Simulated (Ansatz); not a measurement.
Sb:
```xyz
4
Lattice="-3.3083 3.3083 3.3083 3.3083 -3.3083 3.3083 3.3083 3.3083 -3.3083" Properties=species:S:1:pos:R:3 pbc="T T T"
Sb    -2.2862     2.2862     2.2862
Sb     2.2862    -2.2862     2.2862
Sb     2.2862     2.2862    -2.2862
Sb     1.0221     1.0221     1.0221
```

Relaxed with PBE+D3(BJ). Special points in fractions of this cell's reciprocal vectors: Γ (0.000, 0.000, 0.000); H (0.500, -0.500, 0.500); N (0.000, 0.000, 0.500); P (0.250, 0.250, 0.250).

Q: List the band energies nearest the valence-band maximum at these points for PBE+D3(BJ) (plane waves, PAW; program Ansatz).

A: In eV from the valence-band maximum; about four levels below and three above (degenerate sets whole), none deeper than 8.9 eV; points with the same levels are listed once.

| k | below | above |
|---|---|---|
| Γ | -2.85 -2.85 -2.85 0.00 0.00 | 0.15 0.15 0.15 |
| H | -1.78 -0.51 -0.51 -0.51 | 1.76 1.76 1.76 |
| N | -1.37 -0.74 -0.27 -0.27 | 0.77 1.60 2.48 |
| P | -1.93 -1.93 -1.93 -0.65 -0.65 | 2.09 2.09 2.09 |

Space group I-43m. The start of the workflow was typed in or built on a structure type; neither database checked (COD, Materials Project) lists it. It is not the phase usual at ambient conditions (space group No. 166). The PBE+D3(BJ) relaxation kept the symmetry of its start; whether a distortion lowers the energy is not shown. Spin–orbit coupling is left out wherever it is not named.

Potentials: the earlier of the program's two PAW sets.
